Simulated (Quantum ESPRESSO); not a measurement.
## GaAlIn2P4 (convergence and cost over cutoff and k mesh)

A calculation, not a measurement. The program is pw.x of Quantum ESPRESSO 7.5 (plane-wave density functional theory). The cell is made up: 8 atoms on a zincblende/diamond lattice, with randomly drawn elements, strain and displacements, not relaxed. PseudoDojo standard norm-conserving files (v0.5 for PBE, v0.4.1 for LDA and PBEsol) set the functional; there is no spin polarisation, spin-orbit coupling or dispersion term, and the masses in the input are unused placeholders.

Input of the run in row 2:

```
&control calculation='scf', pseudo_dir='./dojo.nc.sr.pbe.v0_5.standard.upf', outdir='./o', disk_io='low', tprnfor=.true., tstress=.true. /
&system ibrav=0, nat=8, ntyp=4, nbnd=37, ecutwfc=79.96652505, nosym=.true., tot_charge=0,
 occupations='smearing', smearing='fd', degauss=0.0018374661
/
&electrons conv_thr=7.350e-09, electron_maxstep=60, /
ATOMIC_SPECIES
Al 1.0 Al.upf
Ga 1.0 Ga.upf
In 1.0 In.upf
P 1.0 P.upf
CELL_PARAMETERS angstrom
5.7589 -0.0148 -0.0454
-0.0148 5.7086 -0.0495
-0.0454 -0.0495 5.7979
ATOMIC_POSITIONS angstrom
Ga -0.0769 0.0151 0.002
Al -0.0505 2.8393 2.8404
In 2.8511 -0.0036 2.8538
In 2.8806 2.906 -0.0539
P 1.3924 1.4136 1.4081
P 1.3763 4.3176 4.3308
P 4.2986 1.3936 4.291
P 4.3116 4.2641 1.3955
K_POINTS automatic
4 4 4 1 1 1
```

The same cell was run at these settings. Meshes are shifted by half a step, and differences are from the last row, which is itself not exact.

```
cutoff (eV)     k mesh  k points solved  threshold (eV)  free energy less the last row's (eV)  pressure (GPa)  largest stress difference (GPa)  largest force difference (eV/Å)  iterations  wall time (s)  k-point pools                  processor
        762  2 x 2 x 2                4           1e-04                                 2.248          -14.15                            14.05                            0.029           7             14              4  Intel Xeon, 2023 or later
       1088  4 x 4 x 4               32           1e-07                                 0.007           -0.14                             0.01                            0.001          10             95              4  Intel Xeon, 2023 or later
       1377  6 x 6 x 6              108           1e-07                                 0.000           -0.13                             0.00                            0.000          10            370              4  Intel Xeon, 2023 or later
```

Each pool is one process. Wall times include start-up and a band step at six k points, which weighs most on the coarsest meshes. The runs were on shared virtual cores whose load varied, so times are rough.